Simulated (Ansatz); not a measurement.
The computed numbers are results of PBEsol, scalar-relativistic (no spin polarisation) in the plane-wave PAW code Ansatz at 420 eV, Γ-centred 10×10×10 mesh, 0.05 eV Gaussian smearing; PAW files: Ansatz's generated set soft_2.

A crystal of composition ScX, relaxed at this level of theory, gives this pattern between 10° and 80°.

Cu Kα1 powder pattern (kinematic, no thermal factors).
| 2θ (°) | relative intensity |
| --- | --- |
| 27.76 | 6 |
| 39.67 | 100 |
| 49.11 | 2 |
| 57.35 | 16 |
| 64.89 | 2 |
| 71.99 | 29 |

**Question.** Which lattice and cell does the pattern come from?

**Answer.** Cubic, space group Pm-3m (No. 221), a = 3.211 Å, b = 3.211 Å, c = 3.211 Å, α = 90.00°, β = 90.00°, γ = 90.00°. The line positions fix the lattice at most, not the space group, and lines under 1 % of the strongest aren't listed; this is the group of the computed cell.

The calculation on ScX, where X is one element, gave:

```
Band gap                                              : zero (metallic)
Density of states at the Fermi level                  : 0.60 states/(eV·atom)
Formation energy from the elements (0 K, uncorrected) : -0.27 eV/atom
Bulk modulus (Birch–Murnaghan)                        : 99 GPa
Pressure derivative B0′                               : 4.2
```

Sites: Sc on 1a, X on 1b.

**Question.** Which element is X?
A. Cu
B. Co
C. Zn
D. Ni

**Answer.** A. X is Cu, so the compound is ScCu.

The start was a prototype's sites filled with these elements; the Crystallography Open Database holds the compound in this structure. The relaxed cell is 4 % smaller in volume than the cell of this structure in the Crystallography Open Database (17.26 Å³/atom, 1962).
